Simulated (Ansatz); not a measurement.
Several occupations of a fcc lattice at one composition, 4 Au, 8 Pd. Sites, in fractions of the cell -4.017 -4.017 0.000; 0.000 4.017 4.017; -4.017 4.017 -4.017 Å:

| cell | sites |
| --- | --- |
| all | Au (0.00 0.50 0.00), Au (0.50 0.00 0.00), Pd (0.17 0.83 0.33), Pd (0.33 0.17 0.67), Pd (0.33 0.67 0.67), Pd (0.67 0.33 0.33), Pd (0.67 0.83 0.33), Pd (0.83 0.17 0.67) |
| 1 | Au (0.50 0.50 0.00), Au (0.83 0.67 0.67), Pd (0.00 0.00 0.00), Pd (0.17 0.33 0.33) |
| 2 | Au (0.17 0.33 0.33), Au (0.83 0.67 0.67), Pd (0.00 0.00 0.00), Pd (0.50 0.50 0.00) |
| 3 | Au (0.00 0.00 0.00), Au (0.50 0.50 0.00), Pd (0.17 0.33 0.33), Pd (0.83 0.67 0.67) |

Each was relaxed without symmetry on coarser meshes and computed once more. Level of theory: DFT r2SCAN, scalar-relativistic, plane waves, PAW (Ansatz 0.2.0).

Plane waves to 500 eV, a k mesh through Γ of 7×7×5 on the computed 12-atom cell and Gaussian smearing (0.10 eV); no spin polarisation.

Warren–Cowley parameters of the first shell of the sublattice with most elements (negative: unlike neighbours preferred):
```
cell Au-Pd
   1   0.00
   2  -0.25
   3   0.25
```

Forces of up to 0.04 eV/Å remain on the final mesh.

Task: Which occupation is lowest in energy, and by how much?

Result: Cell 2.
```
cell E − E(lowest) (meV/atom) V (Å³/atom)
   2                       0.0        15.65
   1                      19.9        15.80
   3                      39.8        15.82
```

The final mesh leaves forces up to 0.04 eV/Å and stresses up to 1.1 GPa: the relaxation ran on a coarser mesh, so the cell's shape, its bonds and its energy belong partly to that mesh.

Spin–orbit coupling is left out, which can shift energies with elements as heavy as these.

Cost: 6 runs of about 66 core-minutes in all (earlier runs that led there not counted), on Arm Neoverse V1 (shared hosts).